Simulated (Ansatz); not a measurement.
Consider the following.

Mo3Se4:
```
Mo3Se4
1.0
    4.72979     2.73074     3.73054
   -4.72979     2.73074     3.73054
    0.00000    -5.46149     3.73054
Mo Se
6 8
Cartesian
 -0.90364   1.24939   6.77600
  0.90364  -1.24939   4.41562
 -0.63018  -1.40727   6.77600
  0.63018   1.40727   4.41562
  1.53382   0.15788   6.77600
 -1.53382  -0.15788   4.41562
  0.00000   0.00000   8.78378
  0.00000   0.00000   2.40785
  1.20206   2.69823   6.50572
 -1.20206  -2.69823   4.68590
 -2.93777  -0.30810   6.50572
  2.93777   0.30810   4.68590
  1.73571  -2.39013   6.50572
 -1.73571   2.39013   4.68590
```

This is the PBEsol-relaxed structure.

**Question.** All from PBEsol in the plane-wave PAW code Ansatz, unless another level is named. Estimate the electronic character.

**Answer.** metallic (no gap).

**Question.** Give the density of states at the Fermi level.

**Answer.** 0.77 states/eV per atom (mean over ±0.08 eV).

**Question.** What about the formation energy from the elements (no fitted shifts)?

**Answer.** -0.55 eV/atom.

Space group R-3. The first step of the workflow began from a Materials Project structure, measured or hypothetical; the Crystallography Open Database files this formula in space group No. 148, but the cells were not matched. Whether it is the stable phase at ambient conditions was not checked. Symmetry was held in the PBEsol relaxation; its stability against distortions is not shown here. No spin polarisation was allowed. The references are the lowest solids computed at this level, not always the standard phases. Scalar-relativistic: spin–orbit coupling is off unless named, which matters more the heavier the elements.

Potentials: the later of the program's two PAW sets.
